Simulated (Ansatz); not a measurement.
# TiPd₂S₃ (P6/mmm)

Method: DFT PBE, scalar-relativistic, plane waves, PAW in Ansatz 0.2.0.

Settings: cutoff 420 eV, Γ-centred mesh 6×6×12 on the computed 6-atom cell, Gaussian smearing of 0.10 eV; collinear spin from starting moments 2.0 0.0 0.0 0.0 0.0 0.0 μB.

The structure is relaxed at this level of theory with its symmetry kept, and needn't be the ground state of this composition.

Space group P6/mmm (No. 191), hexagonal, a = 5.893 Å, c = 3.633 Å. Ti has 6 Pd at 3.40 Å, 12 S at 3.46 Å and 2 Ti at 3.63 Å; around Pd lie 6 S at 2.49 Å, 3 Pd at 3.40 Å and 3 Ti at 3.40 Å; around S lie 4 Pd at 2.49 Å, 4 S at 2.95 Å and 4 Ti at 3.46 Å.

| Property | Result |
| --- | --- |
| Volume per atom | 18.21 Å³ |
| Formation energy from the elements' standard states (uncorrected) | +0.286 eV/atom |
| Kohn–Sham band gap | none (metal) |
| Density of states at the Fermi level | 6.9 states/eV per cell |
| Orbital (Löwdin) character within 0.5 eV of the Fermi level | Ti 3d 53 %, S 3p 29 %, Pd 4d 13 % |
| Bader charge by site (e) | Ti (1 in the cell) 1.22, Pd (2 in the cell) 0.15, S (3 in the cell) -0.50 |
| Total moment | 1.87 μB per cell |
| Moment by site (μB) | Ti1 1.85, S4 -0.05, S5 -0.05, S6 -0.05 |

Only this magnetic start was tried.

The cell was found from a structure generator's guess, not taken from experiment. Löwdin shares on free-atom orbitals overweight diffuse shells.
